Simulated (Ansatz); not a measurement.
Ta3O7F, in the lowest of the structures calculated here: Cmmm (No. 65), oS22; a = 6.442 Å, b = 10.683 Å, c = 3.845 Å, α = 90.00°, β = 90.00°, γ = 90.00°; Ta 2a (0.000, 0.000, 0.000); Ta 4i (0.000, 0.302, 0.000); O 8p (0.192, 0.146, 0.000); O 2d (0.500, 0.500, 0.500); O 4j (0.500, 0.185, 0.500); F 2b (0.000, 0.500, 0.000). Calculation: PBEsol (plane waves to 420 eV, PAW, scalar-relativistic; Ansatz, an electronic-structure program). Element references, the lowest calculated here: Ta (Im-3m), O (C2/m, ferromagnetic, forced by one molecule a cell; α-O2 is antiferromagnetic), F (R-3m, a generated molecular cell); gases are represented by their molecular solids.

Predict the formation energy of this Cmmm form of Ta3O7F from the elements from PBEsol.

-2.95 eV/atom.

Static energies, no anion corrections, no zero-point energy. Values are rounded to 0.01 eV/atom. Spin-orbit coupling is missing from these energies, which matters for elements this heavy. The compounds carry no spin polarisation.
